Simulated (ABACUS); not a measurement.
Worked example: self-consistent single point of AlGa3N4 (P1, 8 atoms in the cell; from Materials Project mp-1019508, changed as shown) in ABACUS.

All values come from this method and carry its errors: PBEsol, numerical atomic orbitals DZP (confined pseudo-atomic orbitals with Gaussian additions; energy shift 0.003 Ry), PseudoDojo 0.4 standard norm-conserving PBEsol (tails mended) pseudopotentials run with ABACUS.

The change in words: atoms moved at random. Reference geometry (P-43m):
```
AlGa3N4
1.0
    4.47169     0.00000     0.00000
    0.00000     4.47169     0.00000
    0.00000     0.00000     4.47169
Al Ga N
1 3 4
Direct
  0.00000   0.00000   0.00000
  0.50000   0.50000   0.00000
  0.00000   0.50000   0.50000
  0.50000   0.00000   0.50000
  0.75571   0.75571   0.24429
  0.75571   0.24429   0.75571
  0.24429   0.24429   0.24429
  0.24429   0.75571   0.75571
```

Reference input (self-consistent single point, DFT, PBEsol, numerical atomic orbitals DZP (confined pseudo-atomic orbitals with Gaussian additions; energy shift 0.003 Ry), PseudoDojo 0.4 standard norm-conserving PBEsol (tails mended) pseudopotentials): basis = DZP numerical atomic orbitals, energy shift 0.003 Ry; KPT = Gamma 6 6 6 0 0 0; basis_type = lcao; dft_functional = PBESOL; ecutwfc = 100 Ry; smearing_method = fixed; potentials = PseudoDojo 0.4 standard norm-conserving PBEsol (tails mended); symmetry = 1; symmetry_prec = 1e-05; ks_solver = genelpa; scf_nmax = 100; scf_thr = 1.0e-07. This run's input differs from it in these lines:

```diff
@@ -45,3 +45,3 @@
 1
-   0.0000000000    0.0000000000    0.0000000000
+   0.0073263836    0.0265000449    0.0586195189
 
@@ -50,5 +50,5 @@
 3
-   4.2251347071    4.2251347071    0.0000000000
-   0.0000000000    4.2251347071    4.2251347071
-   4.2251347071    0.0000000000    4.2251347071
+   4.2921706944    4.1850719798   -0.0076981954
+  -0.1665632604    4.2284894641    4.2799938562
+   4.2202842525   -0.1100563089    4.1820974850
 
@@ -57,6 +57,6 @@
 4
-   6.3859530990    6.3859530990    2.0643163152
-   6.3859530990    2.0643163152    6.3859530990
-   2.0643163152    2.0643163152    2.0643163152
-   2.0643163152    6.3859530990    6.3859530990
+   6.4457218546    6.5051356988    2.0383232865
+   6.3487043114    2.1128546627    6.4176162585
+   2.1219218018    2.0229522464    2.0021054318
+   2.0812506551    6.3798604548    6.3797506013
 # file: KPT
```

Output (repeated stretches shortened):

```
 SELF-CONSISTENT
 -------------------------------------------

                  longest orb rcut (Bohr) = 9.4
   longest nonlocal projector rcut (Bohr) = 1.94
                     search radius (Bohr) = 22.7

                          real space grid = [ 54, 54, 54 ]

                                 init_chg = atomic

 LCAO ALGORITHM --------------- ION=   1  ELEC=   1--------------------------------

 Density error is 0.141049227364
 E_KohnSham     -544.8866662103      -7413.5634246840
 E_Fermi        0.5278620020         7.1819309842

 LCAO ALGORITHM --------------- ION=   1  ELEC=   2--------------------------------

   [... lines left out ...]

   [... 8 blocks of this kind left out ...]

 LCAO ALGORITHM --------------- ION=   1  ELEC=  11--------------------------------

 Density error is 2.78981793892e-07
 E_KohnSham     -545.7845200147      -7425.7793523956
 E_Fermi        0.7121905455         9.6898494802

 LCAO ALGORITHM --------------- ION=   1  ELEC=  12--------------------------------

 Density error is 2.47572541997e-08
 E_KohnSham     -545.7845200147      -7425.7793523956
 E_KS(sigma->0) -545.7845200147      -7425.7793523956
 E_entropy(-TS) 0.0000000000         0.0000000000
 E_Fermi        0.7121905416         9.6898494276
 charge density convergence is achieved
 final etot is -7425.7793524 eV
 EFERMI = 9.6898494276 eV

 STATE ENERGY(eV) AND OCCUPATIONS    NSPIN == 1
   [... 38 lines left out ...]

 TOTAL-FORCE (eV/Angstrom)
                       Al1         0.6411263667         0.2228719483        -1.2308065328
                       Ga1        -0.9223120760         0.7622478406         0.3452953619
                       Ga2         1.6862232886         0.0374602441        -0.6291755950
                       Ga3        -0.4187105530         0.9899816304         0.4886043651
                        N1        -0.5321427796        -1.3868953865         0.2576627317
                        N2         0.2617848419        -1.1512592139        -0.3865268693
                        N3        -0.3449657539         0.7661708492         0.9964007385
   [... lines left out ...]

 TOTAL-STRESS (KBAR)
        41.7150477799        11.9227363798       -29.2882557169
        11.9227363798        38.8115131393       -12.7499871533
       -29.2882557169       -12.7499871533        41.6092468687
 TOTAL-PRESSURE: 40.711936 KBAR

 --------------------------------------------
 !FINAL_ETOT_IS -7425.7793523956115678 eV
 --------------------------------------------
```

The run converged in 12 iterations. Against the reference run the free energy goes up by 33.3 meV/atom, the pressure goes from 3.06 to 4.07 GPa, the largest force goes from under 0.1 to 1.80 eV/Å and the gap on the mesh goes from 2.328 to 2.226 eV.

The atom-centred basis is finite, which shifts total energies, pressures, gaps and forces against plane waves. Forces above 1 eV/Å remain at this geometry, of which the finite basis can carry a part. The structure comes from a collection of computed structures, made at another level of theory; the collection holds predicted forms beside known ones.

Cost on one core: very roughly 2.4 core-minutes.

The atomic orbitals were generated for these runs; they are not ABACUS's published sets and were checked against plane waves on a few crystals only.

“Tails mended”: in these copies of the files the far tail of each local potential was reset to the Coulomb form.
